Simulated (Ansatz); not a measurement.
GeAsAu:
```
GeAsAu
1.0
    3.75740     3.13232     0.00000
   -3.75740     3.13232     0.00000
   -3.05962     0.00000     5.55181
Ge As Au
2 2 2
Direct
  0.80679   0.43543   0.07886
  0.43543   0.80679   0.92114
  0.19189   0.56242   0.41500
  0.56242   0.19189   0.58500
  0.50048   0.00300   0.24690
  0.00300   0.50048   0.75310
```

Relaxed with r²SCAN. Special points in fractions of this cell's reciprocal vectors: Γ (0.000, 0.000, 0.000); C (0.477, 0.477, 0.000); C2 (-0.477, 0.523, 0.000); Y2 (-0.500, 0.500, 0.000); M2 (-0.500, 0.500, 0.500); D (-0.347, 0.653, 0.500); D2 (0.347, 0.347, 0.500); A (0.000, 0.000, 0.500); L2 (0.000, 0.500, 0.500); V2 (0.000, 0.500, 0.000).

List the band energies nearest the valence-band maximum at these points for plane-wave PAW r²SCAN (Ansatz code).

In eV from the valence-band maximum; about four levels below and three above (degenerate sets whole), none deeper than 8.9 eV; points with the same levels are listed once.

```
k                     below           above
--  -----------------------  --------------
Γ   -2.80 -2.38 -2.17 -1.31  0.49 2.30 2.46
C   -2.79 -2.45 -2.21 -1.35  1.63 2.60 3.59
Y2  -2.75 -2.42 -2.31 -1.37  1.63 2.61 3.60
M2  -2.83 -1.95 -1.73 -1.49  2.52 2.81 3.74
D   -2.36 -1.95 -1.28 -1.04  1.20 1.73 3.45
A   -2.47 -1.92 -0.91 -0.60  1.35 1.83 2.84
L2  -2.56 -1.24 -0.51 -0.21  0.41 0.90 1.60
V2  -2.64 -1.70 -1.44 -0.96  1.50 1.91 2.75
```

The workflow started from a Materials Project entry (that database holds measured and hypothetical structures alike); the Crystallography Open Database copy checked does not list it. With Ge and As taken as one species the cell has the higher symmetry C2/c, so it may be an ordered model of a mixed-site phase. Its standing as an ambient phase is unchecked. The r²SCAN relaxation kept the symmetry of its start; whether a distortion lowers the energy is not shown. Spin–orbit coupling is left out wherever it is not named.

Potentials: the later of the program's two PAW sets.
